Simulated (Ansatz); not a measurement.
Consider the following.

AlRu:
```cif
data_AlRu
_chemical_formula_sum 'Ru1 Al1'
_space_group_name_H-M_alt 'P 1'
_space_group_IT_number 1
_cell_length_a 2.97620
_cell_length_b 2.97620
_cell_length_c 2.97620
_cell_angle_alpha 90.000
_cell_angle_beta 90.000
_cell_angle_gamma 90.000
loop_
_space_group_symop_operation_xyz
  'x, y, z'
loop_
_atom_site_label
_atom_site_type_symbol
_atom_site_fract_x
_atom_site_fract_y
_atom_site_fract_z
_atom_site_occupancy
Ru1 Ru 0.00000 0.00000 0.00000 1
Al1 Al 0.50000 0.50000 0.50000 1
```

This is the PBEsol-relaxed structure.

Problem. All from plane-wave PAW PBEsol (Ansatz code), unless another level is named. Predict the Debye temperature from the elastic constants.

Solution. 531 K.

Problem. What about the elastic constants (relaxed ions, GPa)?

Solution. C11 = 340, C12 = 159, C44 = 136.

Space group Pm-3m (CsCl type). Symmetry was held in the PBEsol relaxation. No spin polarisation was allowed. As this level gives no gap, shear constants depend on the k-mesh and smearing (Fermi–Dirac, 0.1 eV here).

Potentials: the earlier of the program's two PAW sets. The files were generated under PBE; for other functionals the program regenerates the frozen cores, and for LDA and PBEsol the local potential too.
